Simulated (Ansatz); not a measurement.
GaAs (zinc blende, F-43m) at seven volumes, plane-wave PAW PBEsol (Ansatz code), scaled uniformly. One row is withheld.

| V (Å³/atom) | P (GPa) |
|---|---|
| 20.617 | 8.13 |
| 21.297 | 4.95 |
| 21.977 | 2.27 |
| 22.656 | 0.00 |
| 23.336 | -1.91 |
| 24.016 | -3.53 |
| 24.695 | ? |

Task: Fit the shown pressures and predict the withheld one.

Result: Third-order Birch–Murnaghan: P = (3/2)B₀(x^(7/2) − x^(5/2))[1 + (3/4)(B′ − 4)(x − 1)] with x = (V₀/V)^(2/3). Least squares on the six rows gives V₀ = 22.657 Å³/atom, B₀ = 69.30 GPa, B′ = 4.60. At V = 24.695, x = 0.9442 and P = -4.90 GPa. The run itself gave -4.83 GPa.

The cell was relaxed with PBEsol under the symmetry of its start.

Potentials: the earlier of the program's two PAW sets. The files were generated under PBE; for other functionals the program regenerates the frozen cores, and for LDA and PBEsol the local potential too.
